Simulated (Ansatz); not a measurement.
Ti, DFT, PBEsol, all-electron PAW with datasets made for the crystal, scalar-relativistic (Ansatz 0.2.0), run on 1 thread of Arm Neoverse V1 on a shared host.

The cell comes from COD entry 9008517, which wasn't checked; take it as a given geometry. The listed cell was then made from it by scaling, straining or moving an atom.

Command: `ansatz run input.yaml --threads 1 --pin off --max-ram 3072MiB --backend cpu --events-out ev --progress --plain --runs-dir out`

```yaml
crystal:
  lattice:
    - [2.9499978604, -0.0442499679, -0.0442499679]
    - [-1.5133205265, 2.5768980722, -0.0161966124]
    - [-0.07029, -0.07029, 4.686]
  atoms:
    - { symbol: Ti, position: [0.3333333333, 0.6666666667, 0.25] }
    - { symbol: Ti, position: [0.6666666667, 0.3333333333, 0.75] }
kpoints:
  mp_grid: { grid: [13, 13, 7] }
scf:
  occupations: { method: fermi_dirac, width: 0.08 }
hamiltonian:
  xc: pbesol
  pseudopotentials: { kind: all_electron, datasets: crystal }
output:
  forces: true
  stress: true
  eigenvalues: true
  efg: { contact_densities: true }
```

How large is the problem that the program sets up?

592 irreducible k-points, 319 plane waves at Γ, 13 bands.

Estimate the wall time and the peak memory.

43 s of wall time for 9 SCF iterations, with a peak of 0.86 GiB. Times on shared machines scatter by tens of per cent.

And the same cell and mesh by frozen-core PAW, asked for forces, stress, eigenvalues, efg, write_density, write_potential, elf, on the same hardware?

23 s, peak memory 0.54 GiB.
